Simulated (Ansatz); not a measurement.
ZnS:
```
CELL_PARAMETERS angstrom
      3.58955     0.00000     0.00000
     -1.79477     3.10864     0.00000
      0.00000     0.00000     5.88016
ATOMIC_POSITIONS crystal
  Zn 0.00000 0.00000 0.00000
  Zn 0.00000 0.00000 0.50000
  S  0.33333 0.66667 0.25000
  S  0.66667 0.33333 0.75000
```

Relaxed with r²SCAN.

Q: Give the Bader charges and basin volumes of the independent atoms, r²SCAN (plane waves, PAW; program Ansatz).

A: 

```json
[
 {"atom": "Zn1", "Bader charge (e)": "+1.04", "Bader volume (Å³)": "10.8"},
 {"atom": "S3", "Bader charge (e)": "-1.04", "Bader volume (Å³)": "22.0"}
]
```

Space group P6_3/mmc (NiAs type). The start of the workflow was typed in or built on a structure type; neither database checked (COD, Materials Project) lists it. It is not the phase usual at ambient conditions (space group No. 186, 216). Symmetry was held in the r²SCAN relaxation; its stability against distortions is not shown here.

Potentials: the later of the program's two PAW sets.
